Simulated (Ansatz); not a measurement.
A relaxed structure of Bi. Space group R-3m (No. 166), AFLOW prototype A_hR2_166_c (A7, as in As). Method: PBE (plane waves to 420 eV, PAW, scalar-relativistic; Ansatz, an electronic-structure program).

```cif
data_Bi6
_chemical_formula_sum 'Bi6'
_space_group_name_H-M_alt 'R-3m :H'
_space_group_IT_number 166
_space_group_name_Hall '-R 3 2"'
_cell_length_a 4.58240
_cell_length_b 4.58240
_cell_length_c 12.16851
_cell_angle_alpha 90.000
_cell_angle_beta 90.000
_cell_angle_gamma 120.000
loop_
_atom_site_label
_atom_site_type_symbol
_atom_site_symmetry_multiplicity
_atom_site_Wyckoff_symbol
_atom_site_fract_x
_atom_site_fract_y
_atom_site_fract_z
_atom_site_occupancy
Bi1 Bi 6 c 0.00000 0.00000 0.23364 1
```
(The calculation used a cell of 2 atoms; values per cell refer to that cell.)

| Item | Value |
|---|---|
| Volume per atom | 36.89 Å³ |
| Density | 9.41 g/cm³ |
| Band gap | no gap (metallic) |
| Shortest distances | Bi–Bi 3.11 Å |
| k-mesh | 12×12×12 |

No spin polarisation in the result.

It was reached from a disturbed copy of a P6₃/mmc (No. 194) cell, against which it lies -0.32 eV/atom.
